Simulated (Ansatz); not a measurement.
Calculated with Ansatz: Ba$_{2}$BiSb$_{2}$, vacancy hop by nudged elastic band

The input file (Ansatz 0.2.0, plane waves):

```yaml
crystal:
  lattice:
    - [-2.42010975, 3.87401, 4.98877388]
    - [9.680438, 0.0, 4.9e-07]
    - [2.42010975, 3.87401, -4.98877388]
  atoms:
    - { symbol: Bi, position: [0.00822043, -0.00068586, -0.00017636] }
    - { symbol: Ba, position: [0.71977487, 0.11171859, 0.27727323] }
    - { symbol: Ba, position: [0.28081241, 0.39127087, 0.71749177] }
    - { symbol: Sb, position: [0.69609128, 0.25158125, 0.70197353] }
    - { symbol: Sb, position: [0.29774768, 0.24737769, 0.29685405] }
    - { symbol: Bi, position: [0.00487309, 0.49718092, 0.00606567] }
    - { symbol: Ba, position: [0.27878471, 0.8929814, 0.71962916] }
    - { symbol: Sb, position: [0.70363846, 0.74973236, 0.70541803] }
    - { symbol: Sb, position: [0.29973547, 0.74979047, 0.30354026] }
kpoints:
  mp_grid: { grid: [2, 2, 2] }
magnetization:
  spin_polarized: false
scf:
  occupations: { method: gaussian, width: 0.1 }
hamiltonian:
  pseudopotentials: { kind: paw }
  xc: pbe
basis:
  ecutwfc: 420
neb:
  images: 5
  relax_end_points: true
  climbing: true
  f_tol: 0.1
  max_iterations: 40
  order_check: false
  final_atoms:
    - { symbol: Bi, position: [0.00822043, -0.00068586, -0.00017636] }
    - { symbol: Ba, position: [0.71977487, 0.11171859, 0.27727323] }
    - { symbol: Ba, position: [0.72256354, 0.61037469, 0.27887002] }
    - { symbol: Sb, position: [0.69609128, 0.25158125, 0.70197353] }
    - { symbol: Sb, position: [0.29774768, 0.24737769, 0.29685405] }
    - { symbol: Bi, position: [0.00487309, 0.49718092, 0.00606567] }
    - { symbol: Ba, position: [0.27878471, 0.8929814, 0.71962916] }
    - { symbol: Sb, position: [0.70363846, 0.74973236, 0.70541803] }
    - { symbol: Sb, position: [0.29973547, 0.74979047, 0.30354026] }
```

Run with:

```bash
ansatz run input.yaml --threads 4 --pin off --max-ram 8192MiB --backend cpu --events-out ev --progress --plain --runs-dir out
```

Origin of the cell: a database entry, scaled a little.

The cell is 1×2×1 cells of Ba2BiSb2 with one Ba taken out; atom 3 (Ba) hops into the empty site, 4.39 Å away before the end points are relaxed. All atoms were shaken by about 0.02 Å first.

Output (shortened):

```
Warning: neb: disabling space-group detection — the band's intermediate images generally break the endpoint symmetry, so no spatial operation reduces the k-mesh or symmetrises the density, ex […]
Pseudopotentials: kind: paw
Pseudopotential: Bi, paw, valence charge 15, recommended cutoff 420 eV (normal), Bi.paw.azcp
Pseudopotential: Ba, paw, valence charge 10, recommended cutoff 420 eV (normal), Ba.paw.azcp
Pseudopotential: Sb, paw, valence charge 15, recommended cutoff 420 eV (normal), Sb.paw.azcp
Functional definition: PBE
  exchange = pbe_x(kappa = kappa, mu = beta*pi^2/3)
  correlation = pbe_c(beta = beta)
parallel-image band execution: 2 concurrent image workers
NEB image 0
Crystal: 9 atoms, lattice volume = 374.179 Å³
Basis set: ecut = 420 eV, 7329 PW (Γ), exchange–correlation on 96×144×96 points (8 copies of the dense FFT grid, shifted against one another)
[… 9 lines left out …]
Initial density: superposition of atomic densities (neutral atoms: chi_scale 0, normalization atom), corrected by the library's trained network
Functional: x = pbe(κ = 0.804, μ = 0.219515), c = pbe(β = 0.066725)
SCF iter   1: F=—  HF=-68585.262694 eV  Δρ=2.30e-3  dr2=4.51e-2  defer=1
SCF iter   2: F=—  HF=-68585.259748 eV  Δρ=1.22e-3  dr2=2.16e-2  defer=1
SCF iter   3: F=—  HF=-68585.255082 eV  Δρ=4.09e-4  dr2=1.37e-3  defer=1
SCF iter   4: F=—  HF=-68585.254886 eV  Δρ=1.36e-4  dr2=1.04e-4  defer=1
SCF iter   5: F=—  HF=-68585.254869 eV  Δρ=3.02e-5  dr2=4.46e-6  defer=1
SCF iter   6: F=—  HF=-68585.254769 eV  Δρ=1.07e-5  dr2=5.04e-7  defer=1
SCF iter   7: F=-68585.254769 eV  HF=-68585.254769 eV  Δρ=3.28e-6  dr2=3.53e-8
NEB iter   1: max|band force component| = 2.199e0 eV/Å  barrier→ = 3.0169 eV  barrier← = 3.0178 eV  Δτ_max = 0.2000 Å  (56 SCF iters)
NEB iter   2: max|band force component| = 7.220e-1 eV/Å  barrier→ = 1.6236 eV  barrier← = 1.6244 eV  Δτ_max = 0.1125 Å  (42 SCF iters)
NEB iter   3: max|band force component| = 1.190e-1 eV/Å  barrier→ = 1.4278 eV  barrier← = 1.4286 eV  CI = image 3  Δτ_max = 0.0517 Å  (36 SCF iters)
NEB iter   4: max|band force component| = 1.300e-1 eV/Å  barrier→ = 1.4124 eV  barrier← = 1.4132 eV  CI = image 3  Δτ_max = 0.0258 Å  (32 SCF iters)
NEB iter   5: max|band force component| = 1.565e-1 eV/Å  barrier→ = 1.4004 eV  barrier← = 1.4013 eV  CI = image 3  Δτ_max = 0.0258 Å  (32 SCF iters)
NEB iter   6: max|band force component| = 2.170e-1 eV/Å  barrier→ = 1.3848 eV  barrier← = 1.3857 eV  CI = image 3  Δτ_max = 0.0517 Å  (33 SCF iters)
NEB iter   7: max|band force component| = 2.900e-1 eV/Å  barrier→ = 1.3450 eV  barrier← = 1.3458 eV  CI = image 3  Δτ_max = 0.1035 Å  (39 SCF iters)
NEB iter   8: max|band force component| = 2.942e-1 eV/Å  barrier→ = 1.2540 eV  barrier← = 1.2548 eV  CI = image 3  Δτ_max = 0.0515 Å  (39 SCF iters)
NEB iter   9: max|band force component| = 2.118e-1 eV/Å  barrier→ = 1.2148 eV  barrier← = 1.2157 eV  CI = image 3  Δτ_max = 0.1024 Å  (35 SCF iters)
NEB iter  10: max|band force component| = 1.229e-1 eV/Å  barrier→ = 1.1842 eV  barrier← = 1.1851 eV  CI = image 3  Δτ_max = 0.0882 Å  (37 SCF iters)
NEB iter  11: max|band force component| = 2.101e-1 eV/Å  barrier→ = 1.1774 eV  barrier← = 1.1783 eV  CI = image 3  Δτ_max = 0.0450 Å  (36 SCF iters)
NEB iter  12: max|band force component| = 7.403e-2 eV/Å  barrier→ = 1.1732 eV  barrier← = 1.1741 eV  CI = image 3  Δτ_max = 0.0000 Å  (32 SCF iters)
--- NEB band (7 images, 12 band iterations, 449 SCF iterations, 80 more in tests of the images' electronic states and relaxations of end points) ---
  forward barrier  = 1.173234 eV
  backward barrier = 1.174092 eV
  lagrangian_above_aufbau_ev (what the smearing adds, to first order; not taken off the barriers): saddle image -0.001988 eV, end points -0.003417 and -0.004418 eV
  climbing image's point = of an order that was not read
  energies are F+E_penalty+E_count in eV, relative to image 0
  image     s (Å)  Δ vs image 0  max|band force component| (eV/Å)
      0    0.0000      0.000000                                 —
      1    0.8885      0.205437                          8.551e-3
      2    1.7769      0.810343                          2.271e-2
  *   3    2.6654      1.173234                          5.098e-2
      4    3.4220      0.865143                          7.403e-2
      5    4.1785      0.277759                          2.397e-2
      6    4.9351     -0.000858                                 —
```

The converged band:

```tsv
image	path over all atoms (Å)	ΔF (eV)	Ba x	y	z (Å)
0	0.00	0.000	4.88	3.88	-2.12
1	0.89	0.205	4.75	3.88	-1.60
2	1.78	0.810	4.66	3.88	-0.80
3	2.67	1.173	4.65	3.88	0.11
4	3.42	0.865	4.68	3.88	0.87
5	4.18	0.278	4.73	3.88	1.58
6	4.94	-0.001	4.79	3.88	2.13
```

Relaxed start, forces in eV/Å:

```xyz
9
Lattice="-2.420 3.874 4.989 9.680 0.000 0.000 2.420 3.874 -4.989" Properties=species:S:1:pos:R:3:forces:R:3 pbc="T T T" image=0
Bi   -0.042    0.009   -0.010    0.000   -0.001   -0.002
Ba    0.004    3.882    2.181    0.002    0.000    0.000
Ba    4.878    3.882   -2.116    0.005    0.000   -0.002
Sb    2.407    5.437    0.029   -0.002   -0.013   -0.005
Sb    2.407    2.328    0.029    0.000    0.012   -0.005
Bi    4.972    0.006   -0.156   -0.002    0.001    0.008
Ba    9.603    3.881   -2.185   -0.010    0.001    0.006
Sb    7.249    5.487    0.021    0.005    0.010    0.001
Sb    7.249    2.276    0.021    0.003   -0.009    0.000
```

Highest image (3), forces in eV/Å:

```xyz
9
Lattice="-2.420 3.874 4.989 9.680 0.000 0.000 2.420 3.874 -4.989" Properties=species:S:1:pos:R:3:forces:R:3 pbc="T T T" image=3
Bi   -0.177    0.008   -0.420   -0.051    0.000    0.018
Ba    0.233    3.882    2.175    0.005    0.000   -0.019
Ba    4.645    3.882    0.109    0.023    0.000   -0.001
Sb    2.163    5.978    0.262    0.034    0.008   -0.007
Sb    2.163    1.787    0.262    0.034   -0.008   -0.007
Bi    4.713    0.008    0.067    0.005    0.000    0.009
Ba    9.806    3.882   -2.288    0.000    0.000    0.012
Sb    7.587    5.375   -0.079   -0.025   -0.032   -0.003
Sb    7.587    2.389   -0.079   -0.026    0.032   -0.003
```

Relaxed end, forces in eV/Å:

```xyz
9
Lattice="-2.420 3.874 4.989 9.680 0.000 0.000 2.420 3.874 -4.989" Properties=species:S:1:pos:R:3:forces:R:3 pbc="T T T" image=6
Bi    0.062    0.010    0.014    0.005   -0.004   -0.003
Ba    0.091    3.884    2.178    0.007    0.000   -0.001
Ba    4.787    3.882    2.127    0.006    0.003   -0.006
Sb    2.424    5.514   -0.017    0.000    0.002    0.004
Sb    2.424    2.248   -0.011   -0.006    0.007   -0.004
Bi    4.705    0.011    0.148    0.000   -0.007   -0.004
Ba    9.683    3.883   -2.187   -0.017    0.000    0.002
Sb    7.271    5.416   -0.023    0.002   -0.007    0.005
Sb    7.270    2.351   -0.025    0.003    0.006    0.006
```

Barrier of this path: 1.17 eV forwards, 1.17 eV backwards, after 12 band iterations.

Caveats: no spin-orbit coupling, though heavy elements are present; the k mesh is coarse if the cell is a metal; a small cell with a neutral vacancy and no spin, whose shape can make like sites unlike; the cell is held at a rescaled volume, and strain moves barriers; the hop was drawn among near neighbours and need not be the easiest path; few images and a loose tolerance, and neither the top nor the ends were tested for their order.

The run took 6 min on 4 threads of Intel(R) Xeon(R) Platinum 8488C (Sapphire Rapids) (shared host), peak memory 1.6 GiB, from the program's own first density.
